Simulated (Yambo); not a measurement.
G0W0@LDA for CdS (zinc blende, space group F-43m, No. 216) in Yambo. Reference settings: 4×4×4 Γ-centred k mesh, bands 5 to 118 and a 10 Ry block in the screening, 118 bands in G with the Bruneval-Gonze terminator, plasmon pole fitted at 27.2 eV. The LDA gap Γ → Γ on this mesh is 0.94 eV; G0W0 gaps are taken between the same points.

```json
[
 {"change from the reference": "reference settings", "G0W0 gap Γ → Γ (eV)": "2.27", "shift of the valence edge (eV)": "-0.90"},
 {"change from the reference": "54 bands in W", "G0W0 gap Γ → Γ (eV)": "2.28", "shift of the valence edge (eV)": "-0.74"},
 {"change from the reference": "76 bands in W, 76 bands in G", "G0W0 gap Γ → Γ (eV)": "2.26", "shift of the valence edge (eV)": "-0.81"},
 {"change from the reference": "8 Ry block", "G0W0 gap Γ → Γ (eV)": "2.26", "shift of the valence edge (eV)": "-0.86"},
 {"change from the reference": "42 bands in G, no terminator", "G0W0 gap Γ → Γ (eV)": "2.11", "shift of the valence edge (eV)": "-0.41"},
 {"change from the reference": "42 bands in W, 42 bands in G", "G0W0 gap Γ → Γ (eV)": "2.31", "shift of the valence edge (eV)": "-0.65"},
 {"change from the reference": "4 Ry block", "G0W0 gap Γ → Γ (eV)": "(withheld)", "shift of the valence edge (eV)": "-0.69"},
 {"change from the reference": "pole fitted at 15 eV", "G0W0 gap Γ → Γ (eV)": "2.23", "shift of the valence edge (eV)": "-0.78"}
]
```

**Question.** Estimate the withheld gaps from the other rows; the computed values follow.

**Answer.** 
- 4 Ry block, G0W0 gap Γ → Γ (eV): 2.18

The reference isn't shown to be the converged limit.

Spin-orbit coupling is not included.

Geometry relaxed with LDA; primitive cell a = b = c = 4.072 Å, α = β = γ = 60.00°.

A shift is the quasiparticle energy of the state minus its LDA energy.
